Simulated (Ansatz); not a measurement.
Ag in space group P6/mmm (No. 191; Ag on 2e, Ag on 2d, Ag on 3f) under volume change, plane-wave PAW PBEsol (Ansatz code), shape and atoms relaxed at each volume.

```json
[
 {"V (Å³/atom)": "16.029", "E − E(relaxed) (meV/atom)": "(withheld)", "P (GPa)": "(withheld)"},
 {"V (Å³/atom)": "16.557", "E − E(relaxed) (meV/atom)": "23.8", "P (GPa)": "7.73"},
 {"V (Å³/atom)": "17.085", "E − E(relaxed) (meV/atom)": "5.6", "P (GPa)": "3.48"},
 {"V (Å³/atom)": "17.614", "E − E(relaxed) (meV/atom)": "0.0", "P (GPa)": "0.00"},
 {"V (Å³/atom)": "18.142", "E − E(relaxed) (meV/atom)": "(withheld)", "P (GPa)": "(withheld)"},
 {"V (Å³/atom)": "18.671", "E − E(relaxed) (meV/atom)": "18.2", "P (GPa)": "-5.18"},
 {"V (Å³/atom)": "19.199", "E − E(relaxed) (meV/atom)": "38.5", "P (GPa)": "-7.07"}
]
```

Task: Some entries are withheld; supply them.

Result: 
- 16.029, E − E(relaxed) (meV/atom): 57.6
- 16.029, P (GPa): 12.91
- 18.142, E − E(relaxed) (meV/atom): 4.9
- 18.142, P (GPa): -2.85

Task: What does a third-order Birch–Murnaghan fit give for V₀, B₀ and B′?

Result: V₀ = 17.61 Å³/atom, B₀ = 105 GPa, B′ = 5.7.

The start of the workflow was typed in or built on a structure type; neither database checked (COD, Materials Project) lists it. It is not the phase usual at ambient conditions (space group No. 225). The cell was relaxed with PBEsol under the symmetry of its start. At this level the phase is mechanically unstable. No spin polarisation was allowed.

Potentials: the earlier of the program's two PAW sets. The files were generated under PBE; for other functionals the program regenerates the frozen cores, and for LDA and PBEsol the local potential too.
